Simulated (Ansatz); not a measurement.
**Pressure against volume in NaCdIn**

The structure comes from a generated guess, relaxed at this level; another structure or a mixture of phases may lie lower.

These are results of DFT PBE, scalar-relativistic, plane waves, PAW in Ansatz, not measurements. Settings of the last relaxation (3-atom cell): 420 eV, 12×12×14 k points, Gaussian smearing of 0.10 eV, no spin polarisation.

```yaml
crystal:
  lattice:
    - [5.13946, 0.00000, 0.00000]
    - [-2.56973, 4.45091, 0.00000]
    - [0.00000, 0.00000, 3.40403]
  atoms:
    - { symbol: Na, position: [0.00000, 0.00000, 0.00000] }
    - { symbol: Cd, position: [0.66667, 0.33333, 0.50000] }
    - { symbol: In, position: [0.33333, 0.66667, 0.50000] }
```

The cell was set to several volumes, with shape and atoms relaxed at each where symmetry leaves them free. Pressure is positive in compression, and energies count from the lowest row. No row has a gap on its mesh.

```
row  V (Å³/atom)  P (GPa)  ΔE (meV/atom)
  1       22.841     4.52           38.5
  2       23.620     3.04           20.2
  3       24.399        ?              ?
  4       25.177     0.84            2.0
  5       25.956     0.02            0.0
  6       26.735    -0.66            1.6
  7       27.513    -1.21            6.2
  8       28.552    -1.80           16.0
```

**Question.** Find B = −V·ΔP/ΔV from rows 4 and 6 and from rows 1 and 2, and from the two its slope B′ and its value B0 at zero pressure.

**Answer.** Rows 4 and 6 give −(25.177 + 26.735)/2 × (-0.66 − (0.84))/(26.735 − 25.177) = 25.0 GPa at a mean pressure of 0.09 GPa. Rows 1 and 2 give −(22.841 + 23.620)/2 × (3.04 − (4.52))/(23.620 − 22.841) = 44.1 GPa at a mean pressure of 3.78 GPa. So B′ = (44.1 − 25.0)/(3.78 − (0.09)) = 5.18 and B0 = 25.0 − 5.18 × (0.09) = 24.5 GPa. A third-order Birch–Murnaghan fit to all the energies gives B0 = 24.7 GPa and B′ = 5.5.

**Question.** Estimate the pressure and energy of row 3.

**Answer.** From row 5, V0 = 25.956 × (1 + (0.02)/24.5) = 25.977 Å³/atom. Murnaghan's form P = (B0/B′)·[(V0/V)^B′ − 1] gives (24.5/5.18) × [(25.977/24.399)^5.18 − 1] = 1.81 GPa; the computed pressure is 1.86 GPa, so the estimate is off by -0.05 GPa. The work of compression from row 4, with the mean of the two pressures, gives ΔE = 2.0 + (1.81 + 0.84)/2 × (25.177 − 24.399)/160.2 × 1000 = 8.4 meV/atom (1 eV/Å³ = 160.2 GPa); the computed value is 8.5 meV/atom.

All volumes keep the k mesh of the relaxed cell. A structure relaxed within its symmetry needn't be a true minimum.
